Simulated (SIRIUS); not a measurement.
A self-consistent single point of ZnCd₃S₄ (P-42m, 8 atoms in the cell; from Materials Project mp-1078780, changed as shown).

```xyz
8
Lattice="5.7595 0.0000 0.0000 0.0000 5.7595 0.0000 0.0000 0.0000 5.7020" Properties=species:S:1:pos:R:3 pbc="T T T"
Zn     0.0000     0.0000     0.0000
Cd     0.0000     2.8798     2.8510
Cd     2.8798     0.0000     2.8510
Cd     2.8798     2.8798     0.0000
S      4.3980     4.3980     1.3479
S      4.3980     1.3615     4.3541
S      1.3615     1.3615     1.3479
S      1.3615     4.3980     4.3541
```

Level of theory: PBEsol, GBRV PBEsol ultrasoft pseudopotentials (plane waves; SIRIUS 7.12.0).

SIRIUS settings:

| setting | value |
|---|---|
| parameters.ngridk | 5 5 5 |
| parameters.xc_functionals | [XC_GGA_X_PBE_SOL, XC_GGA_C_PBE_SOL] |
| parameters.gk_cutoff | 6.325 1/bohr |
| parameters.pw_cutoff | 14.143 1/bohr |
| parameters.smearing | gaussian |
| parameters.smearing_width | 0.000734986 Ha |
| potentials | GBRV PBEsol ultrasoft pseudopotentials |
| parameters.electronic_structure_method | pseudopotential |
| parameters.num_bands | 48 |
| parameters.num_mag_dims | 0 |
| parameters.num_dft_iter | 100 |
| parameters.energy_tol | 1e-07 Ha |
| parameters.density_tol | 1e-06 |
| mixer.type | anderson |
| mixer.beta | 0.7 |
| mixer.use_hartree | false |

Results:

- Number of valence electrons: 80
- Number of bands: 48
- Number of k-points after the program's reduction: 18
- Number of plane waves (most at a k-point): 5475
- Number of SCF iterations: 37
- FFT grid: 54 × 54 × 54
- Free energy E − TS: -12260.3042 eV
- Pressure: -1.08 GPa
- Largest force (vector length): 0.034 eV/Å

Forces (eV/Å):
```json
[
 {"atom": "Zn1", "Fx": "0.000", "Fy": "0.000", "Fz": "0.000"},
 {"atom": "Cd2", "Fx": "0.000", "Fy": "0.000", "Fz": "0.000"},
 {"atom": "Cd3", "Fx": "0.000", "Fy": "0.000", "Fz": "0.000"},
 {"atom": "Cd4", "Fx": "0.000", "Fy": "0.000", "Fz": "0.000"},
 {"atom": "S5", "Fx": "-0.021", "Fy": "-0.021", "Fz": "0.015"},
 {"atom": "S6", "Fx": "-0.021", "Fy": "0.021", "Fz": "-0.015"},
 {"atom": "S7", "Fx": "0.021", "Fy": "0.021", "Fz": "0.015"},
 {"atom": "S8", "Fx": "0.021", "Fy": "-0.021", "Fz": "-0.015"}
]
```

Stress (GPa, positive for compression):
```
-1.16   0.00   0.00
 0.00  -1.16   0.00
 0.00   0.00  -0.92
```

For comparison: a first run was changed to give this one (lattice vector c scaled by 0.99), and from it to this one the free energy drops by 1.7 meV/atom, the pressure goes from -1.68 to -1.08 GPa and the largest force goes from 0.038 to 0.034 eV/Å.

The structure comes from a collection of computed structures, made at another level of theory; the collection holds predicted forms beside known ones.

Cost on one core: around 4 core-minutes (rough).
